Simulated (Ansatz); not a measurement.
VGe₂:
```xyz
6
Lattice="-3.0963 3.0963 2.4981 3.0963 -3.0963 2.4981 3.0963 3.0963 -2.4981" Properties=species:S:1:pos:R:3 pbc="T T T"
Ge     0.9868     4.0831     0.0000
Ge     0.9868     2.1095     2.4981
Ge     2.1095     0.9868     0.0000
Ge     2.1095    -0.9868     2.4981
V      0.0000     0.0000     1.2491
V      0.0000     0.0000     3.7472
```

Relaxed with PBE. Special points in fractions of this cell's reciprocal vectors: Γ (0.000, 0.000, 0.000); X (0.000, 0.000, 0.500); M (-0.500, 0.500, 0.500); Z (0.413, 0.413, -0.413); Z0 (-0.413, 0.587, 0.413); P (0.250, 0.250, 0.250); N (0.000, 0.500, 0.000).

Question: List the band energies nearest the Fermi level at these points for the program Ansatz at the PBE level (PAW).

Answer: In eV from the Fermi level; about four levels below and three above (degenerate sets whole), none deeper than 8.9 eV; points with the same levels are listed once.

| k | below | above |
|---|---|---|
| Γ | -1.81 -1.81 -1.43 -0.93 -0.73 | 0.74 0.94 2.01 2.01 |
| X | -1.45 -1.11 -0.36 -0.07 | 0.76 1.96 2.17 |
| M | -1.53 -1.11 -0.67 -0.22 | 0.64 0.86 1.93 1.93 |
| Z | -2.82 -2.82 -2.58 -0.91 -0.62 | 0.50 0.56 1.19 |
| P | -1.83 -1.83 -1.04 -1.04 | 0.12 0.12 0.36 0.36 |
| N | -1.23 -1.23 -0.42 -0.42 | 0.32 0.32 1.10 1.10 |

Space group I4/mcm. A made-up cell: these elements were put on the sites of a structure type; neither database checked (COD, Materials Project) lists it. Its standing as an ambient phase is unchecked. The cell was relaxed with PBE under the symmetry of its start; its stability against distortions is not shown here. The workflow began spin-polarised and lost its moments. Spin–orbit coupling is left out wherever it is not named.

Potentials: the later of the program's two PAW sets.
